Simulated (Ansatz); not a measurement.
## Li (dhcp): energy against volume

The calculation used Ansatz, DFT, r2SCAN, plane waves (500 eV) with PAW, scalar-relativistic. (PAW data from PBE, frozen cores regenerated.)

The cell is scaled uniformly from the relaxed one, with fractional coordinates and shape fixed. Energies are extrapolated to zero smearing, pressures are those at the given smearing. Magnetic state: spin not included.

A Birch-Murnaghan fit gives V₀ = 20.98 Å³/atom, B₀ = 13.0 GPa, B₀′ = 3.3.

Q: What are the energy above the minimum and the pressure at 18.477 Å³/atom?

A: 14.5 meV/atom and 2.05 GPa as computed.

Q: What are the energy above the minimum and the pressure at 19.317 Å³/atom?

A: 6.0 meV/atom and 1.25 GPa as computed.

Q: What are the energy above the minimum and the pressure at 23.516 Å³/atom?

A: 10.5 meV/atom and -1.21 GPa as computed.
